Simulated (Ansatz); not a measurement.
The start is a generated cell, Cr placed in the beta-W structure type. A full variable-cell relaxation at zero pressure is run with r2SCAN (plane waves to 500 eV, PAW, scalar-relativistic; Ansatz, a first-principles code). The first steps use a coarse 7×7×7 k-mesh.

Input geometry:
```
Cr
1.0
    4.60199     0.00000     0.00000
    0.00000     4.60199     0.00000
    0.00000     0.00000     4.60199
Cr
8
Direct
  0.25000   0.00000   0.50000
  0.75000   0.00000   0.50000
  0.00000   0.50000   0.25000
  0.00000   0.50000   0.75000
  0.50000   0.25000   0.00000
  0.50000   0.75000   0.00000
  0.00000   0.00000   0.00000
  0.50000   0.50000   0.50000
```
Spin-polarised start, with parallel moments on Cr.

- Initial pressure = -14.4 GPa (negative: the cell is under tension)
- Outcome = The space group stays Pm-3n (No. 223) (the run could not lower it), with 8 atoms in the primitive cell
- Energy released = 0.03 eV/atom
- Volume change = -5.8 %, from 12.18 to 11.48 Å³/atom
- Shortest distances (start → end) = The closest pairs of elements (up to four, under 3.6 Å), start → end: Cr–Cr 2.30 → 2.26 Å
- Moments at the end = zero (the starting moments vanished)
- Optimiser moves = 3

Final structure:

Space group Pm-3n (No. 223); a = 4.5114 Å, b = 4.5114 Å, c = 4.5114 Å, α = 90.00°, β = 90.00°, γ = 90.00°

```tsv
atom	site	symmetry	x	y	z
Cr	6c	-4m.2	0.0000	0.5000	0.2500
Cr	2a	m-3.	0.0000	0.0000	0.0000
```

Final values are on a 10×10×10 k-mesh of the relaxed cell. No spin polarisation in the result: the starting moments vanished. A magnetic state may lie lower.

The run could not lose the symmetry of its start; a randomly shaken copy of 8 atoms returns to this structure.

All atoms sit on sites fixed by symmetry, so only the cell could relax.

The relaxed structure here is a generated cell of Cr: the first start was made by placing the elements on the sites of a structure type, and the end was not matched to a known phase here, so it may be hypothetical. Known forms of Cr include space group No. 229.
